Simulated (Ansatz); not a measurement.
TiSi:
```yaml
crystal:
  lattice:
    - [1.80443, -2.06613, 0.00000]
    - [1.80443, 2.06613, 0.00000]
    - [0.00000, 0.00000, 3.78914]
  atoms:
    - { symbol: Ti, position: [0.50000, 0.50000, 0.00000] }
    - { symbol: Si, position: [0.00000, 0.00000, 0.50000] }
```

Relaxed with PBEsol. Special points in fractions of this cell's reciprocal vectors: Γ (0.000, 0.000, 0.000); Y (-0.500, 0.500, 0.000); C0 (-0.441, 0.559, 0.000); Σ0 (0.441, 0.441, 0.000); Z (0.000, 0.000, 0.500); A0 (0.441, 0.441, 0.500); E0 (-0.441, 0.559, 0.500); T (-0.500, 0.500, 0.500); S (0.000, 0.500, 0.000); R (0.000, 0.500, 0.500).

### Question
List the band energies nearest the Fermi level at these points for PBEsol in the plane-wave PAW code Ansatz.

### Answer
In eV from the Fermi level; about four levels below and three above (degenerate sets whole), none deeper than 8.9 eV; points with the same levels are listed once.

| k | below | above |
|---|---|---|
| Γ | -2.56 -1.81 -1.25 | 1.78 2.40 3.13 |
| Y | -1.68 -1.35 -0.97 -0.43 | 2.95 3.25 4.46 |
| C0 | -2.84 -0.87 -0.77 -0.34 | 3.36 3.80 4.16 |
| Z | -6.64 -0.94 | 0.49 0.75 1.71 |
| A0 | -4.82 -4.66 -3.87 -1.95 | 2.17 2.33 2.42 |
| T | -4.96 -3.98 -3.57 -2.88 | 2.22 2.50 2.82 |
| S | -7.68 -6.53 -3.03 -0.85 | 1.67 2.47 4.47 |
| R | -8.06 -4.99 -2.62 -1.77 | 1.37 1.83 1.99 |

Space group Cmmm. The first step of the workflow began from a Materials Project structure, measured or hypothetical; the Crystallography Open Database copy checked does not list it. COD files the formula under space group No. 25, so this cell is another polymorph or a model. Whether it is the stable phase at ambient conditions was not checked. Symmetry was held in the PBEsol relaxation; of distortions, only those at the zone centre were tested. No spin polarisation was allowed.

Potentials: the later of the program's two PAW sets.
